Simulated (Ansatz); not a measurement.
Ni$_{5}$Ge$_{3}$:
Space group C2/c (No. 15); a = 10.7284 Å, b = 6.6767 Å, c = 6.3113 Å, α = γ = 90.00°, β = 120.94°

| atom | site | symmetry | x | y | z |
|---|---|---|---|---|---|
| Ni | 8f | 1 | 0.0728 | 0.7437 | 0.1452 |
| Ni | 4d | -1 | 0.2500 | 0.2500 | 0.5000 |
| Ni | 8f | 1 | 0.1740 | 0.0865 | 0.0858 |
| Ge | 4e | 2 | 0.0000 | 0.1032 | 0.2500 |
| Ge | 8f | 1 | 0.1509 | 0.4338 | 0.0489 |
(The calculation used a cell of 16 atoms; values per cell refer to that cell.)

Relaxed with r²SCAN.

Task: Which orbitals make up the states near the Fermi level in r²SCAN in the plane-wave PAW code Ansatz?

Result: Within 0.5 eV of the Fermi level: Ni 3d 69 %, Ge 4p 22 %. Projections are on Löwdin-orthogonalised atomic valence shells; empty p or d shells of many metals are not among them.

Task: Tabulate the density of states.

Result: States/eV per cell of 16 atoms, in 0.25 eV bins, energy from the Fermi level.

```
E (eV)  total  Ni 3d  Ge 4p  Ni 4s
------  -----  -----  -----  -----
-7.85    0.00   0.00   0.00   0.00
-7.60    0.00   0.00   0.00   0.00
-7.35    0.16   0.02   0.09   0.04
-7.10    2.13   0.32   1.20   0.48
-6.85    5.47   1.00   2.79   1.20
-6.60    4.73   0.86   2.52   0.94
-6.35    5.22   1.10   2.78   0.86
-6.10    4.59   1.13   2.38   0.64
-5.85    6.25   1.81   3.16   0.73
-5.60    4.98   1.68   2.31   0.53
-5.35    5.66   2.08   2.55   0.60
-5.10    6.52   2.68   2.80   0.63
-4.85    6.39   2.95   2.64   0.52
-4.60   11.53   6.57   4.02   0.57
-4.35   12.74   7.52   4.19   0.65
-4.10   14.18   9.04   4.08   0.65
-3.85   15.79  10.98   3.87   0.52
-3.60   19.16  14.15   4.04   0.41
-3.35   18.16  13.92   3.15   0.34
-3.10   27.52  23.57   2.75   0.26
-2.85   27.14  24.24   1.95   0.14
-2.60   21.73  19.86   1.12   0.12
-2.35   21.89  20.07   1.21   0.14
-2.10   25.83  24.35   0.84   0.20
-1.85   31.35  29.79   0.82   0.23
-1.60   37.39  35.83   0.75   0.25
-1.35   45.18  42.86   1.05   0.38
-1.10   25.42  23.40   0.94   0.33
-0.85   16.14  14.43   1.03   0.25
-0.60    8.03   6.63   0.92   0.15
-0.35    7.74   5.97   1.29   0.16
-0.10    9.95   7.18   2.11   0.23
0.15     7.48   4.87   1.90   0.21
0.40     5.93   3.43   1.73   0.20
0.65     5.22   2.70   1.74   0.18
0.90     4.88   2.32   1.73   0.16
1.15     5.59   2.47   1.98   0.20
1.40     6.32   2.55   2.39   0.23
1.65     4.95   1.79   2.05   0.20
1.90     4.25   1.41   1.86   0.21
2.15     4.40   1.32   2.01   0.30
2.40     5.72   1.58   2.75   0.40
2.65     5.38   1.36   2.68   0.42
2.90     4.69   1.08   2.42   0.41
3.15     4.71   1.00   2.51   0.46
3.40     5.07   1.00   2.81   0.51
3.65     5.38   0.99   3.03   0.63
3.90     4.90   0.85   2.79   0.63
4.15     4.49   0.71   2.54   0.67
4.40     4.24   0.60   2.06   0.96
4.65     4.60   0.55   1.84   1.39
```

The first step of the workflow began from a Materials Project structure, measured or hypothetical; the Crystallography Open Database copy checked does not list it. Whether it is the stable phase at ambient conditions was not checked. The cell was relaxed with r²SCAN under the symmetry of its start; whether a distortion lowers the energy is not shown. The run is not spin-polarised. Spin–orbit coupling is left out wherever it is not named.

Potentials: the earlier of the program's two PAW sets.
